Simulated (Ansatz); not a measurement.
Data:

ZrIr₂:
```cif
data_Ir16Zr8
_chemical_formula_sum 'Zr8 Ir16'
_space_group_name_H-M_alt 'Fd-3m :1'
_space_group_IT_number 227
_space_group_name_Hall 'F 4d 2 3 -1d'
_cell_length_a 7.38480
_cell_length_b 7.38480
_cell_length_c 7.38480
_cell_angle_alpha 90.000
_cell_angle_beta 90.000
_cell_angle_gamma 90.000
loop_
_atom_site_label
_atom_site_type_symbol
_atom_site_symmetry_multiplicity
_atom_site_Wyckoff_symbol
_atom_site_fract_x
_atom_site_fract_y
_atom_site_fract_z
_atom_site_occupancy
Zr1 Zr 8 a 0.00000 0.00000 0.00000 1
Ir1 Ir 16 d 0.62500 0.62500 0.62500 1
```
(The calculation used a cell of 6 atoms; values per cell refer to that cell.)

This is the r²SCAN-relaxed structure.

Question: All from plane-wave PAW r²SCAN (Ansatz code), unless another level is named. Predict the density of states at the Fermi level.

Answer: 0.90 states/eV per atom (mean over ±0.08 eV).

Question: Give the formation energy from the elements (no fitted shifts).

Answer: -0.75 eV/atom.

The workflow started from an entry of the Crystallography Open Database (COD). Its standing as an ambient phase is unchecked. The cell was relaxed with r²SCAN under the symmetry of its start; its stability against distortions is not shown here. The run is not spin-polarised. The references are the lowest solids computed at this level, not always the standard phases. Spin–orbit coupling is left out wherever it is not named.

Potentials: the later of the program's two PAW sets.
